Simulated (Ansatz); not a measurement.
Relaxed candidate structures of Y3Ge:

A. P6₃/mmc (No. 194), hP8, AFLOW prototype AB3_hP8_194_c_bf (D0_18, as in Na3As); a = 5.132 Å, b = 5.132 Å, c = 9.437 Å, α = 90.00°, β = 90.00°, γ = 120.00°; Y 2b (0.000, 0.000, 0.250); Y 4f (0.667, 0.333, 0.075); Ge 2c (0.333, 0.667, 0.250)

B. P6₃22 (No. 182), hP8, AFLOW prototype AB3_hP8_182_c_g (as in Fe3C); a = 6.809 Å, b = 6.809 Å, c = 6.349 Å, α = 90.00°, β = 90.00°, γ = 120.00°; Y 6g (0.000, 0.314, 0.000); Ge 2c (0.333, 0.667, 0.250)

C. R-3, hexagonal axes (No. 148), hR8, AFLOW prototype AB3_hR8_148_c_f (D0_5, as in BiI3); a = b = 6.798 Å, c = 19.048 Å, α = β = 90.00°, γ = 120.00°; Ge 6c (0.000, 0.000, 0.346); Y 18f (0.331, 0.030, 0.084)

D. C2/c (No. 15), mS16; a = 8.945 Å, b = 7.835 Å, c = 6.177 Å, α = 90.00°, β = 90.82°, γ = 90.00°; Y 4e (0.000, 0.046, 0.750); Y 8f (0.140, 0.389, 0.065); Ge 4d (0.250, 0.250, 0.500)

E. Fm-3m (No. 225), cF16, AFLOW prototype AB3_cF16_225_a_bc (D0_3, as in BiF3); a = b = c = 7.456 Å, α = β = γ = 90.00°; Ge 4a (0.000, 0.000, 0.000); Y 4b (0.500, 0.500, 0.500); Y 8c (0.250, 0.250, 0.250)

F. Pnma (No. 62), oP16, AFLOW prototype AB3_oP16_62_c_cd (D0_11, as in Fe3C); a = 7.721 Å, b = 9.268 Å, c = 6.361 Å, α = 90.00°, β = 90.00°, γ = 90.00°; Y 4c (0.030, 0.250, 0.867); Y 8d (0.177, 0.057, 0.350); Ge 4c (0.377, 0.250, 0.066)

Q: Rank these by energy per atom (lowest first), as r2SCAN (plane waves to 500 eV, PAW, scalar-relativistic; Ansatz, a quantum-chemistry and plane-wave program) gives it.

A: F (reference, the lowest among the structures calculated here), B (+0.22 eV/atom), C (+0.25 eV/atom), D (+0.27 eV/atom), A (+0.30 eV/atom), E (+0.50 eV/atom)

Each run could gain symmetry but not lose that of its start, so entries can be saddle points. All of these are generated cells (placed on structure types, drawn at random, substituted or restacked) that were not matched to a known phase here. The real structure of this composition may not be among these, and whether this composition forms is not checked here. Static energies at zero pressure. Each cell has its own k-point mesh; energy differences are given only to the digits this allows. No spin polarisation in the result.
